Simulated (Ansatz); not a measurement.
# Computed properties of InPd

InPd:
```cif
data_InPd
_chemical_formula_sum 'In1 Pd1'
_space_group_name_H-M_alt 'Pm-3m'
_space_group_IT_number 221
_space_group_name_Hall '-P 4 2 3'
_cell_length_a 3.30538
_cell_length_b 3.30538
_cell_length_c 3.30538
_cell_angle_alpha 90.000
_cell_angle_beta 90.000
_cell_angle_gamma 90.000
loop_
_atom_site_label
_atom_site_type_symbol
_atom_site_symmetry_multiplicity
_atom_site_Wyckoff_symbol
_atom_site_fract_x
_atom_site_fract_y
_atom_site_fract_z
_atom_site_occupancy
In1 In 1 a 0.00000 0.00000 0.00000 1
Pd1 Pd 1 b 0.50000 0.50000 0.50000 1
```

Space group Pm-3m (No. 221), CsCl type; conventional cell a = b = c = 3.3054 Å, α = β = γ = 90.00°.

Method: PBE (plane waves, PAW; program Ansatz). The cell and atoms are relaxed at this level. Other levels are named where they apply.

Cell and energy:

```yaml
volume_per_atom: 18.06 Å³
density: 10.17 g/cm³
Formation energy from the elements (no fitted shifts): -0.49 eV/atom
```

Electronic structure:

```yaml
electronic_character: metallic (no gap)
Density of states at the Fermi level: 0.42 states/eV per atom (mean over ±0.08 eV)
Gap with spin–orbit coupling: none (metallic)
```

Mechanics:

```yaml
Bulk modulus (Birch–Murnaghan fit): 110 GPa
Pressure derivative B′: 6.0
Elastic constants (relaxed ions, GPa): C11 = 130, C12 = 101, C44 = 43.3
mechanical_stability: stable (all eigenvalues of C positive)
hill_bulk_and_shear_moduli: 111 and 28.1 GPa
Young's modulus: 77.6 GPa
Poisson's ratio: 0.38
debye_temperature_from_the_elastic_constants: 213 K
```

Phonons:

```yaml
highest_zone_centre_frequency: 131 cm⁻¹
zone_centre_stability: no imaginary mode at Γ
```

Charges:

```yaml
bader_charges: In +0.58, Pd -0.58 e
```

The cell was relaxed with PBE under the symmetry of its start. The run is not spin-polarised. As this level gives no gap, shear constants depend on the k-mesh and smearing (Fermi–Dirac, 0.1 eV here). As this level gives no gap, phonon frequencies hold no LO–TO term and depend on the k-mesh and smearing (Fermi–Dirac, 0.1 eV here). The references are the lowest solids computed at this level, not always the standard phases. Scalar-relativistic: spin–orbit coupling is off unless named, which matters more the heavier the elements.

Potentials: the later of the program's two PAW sets.
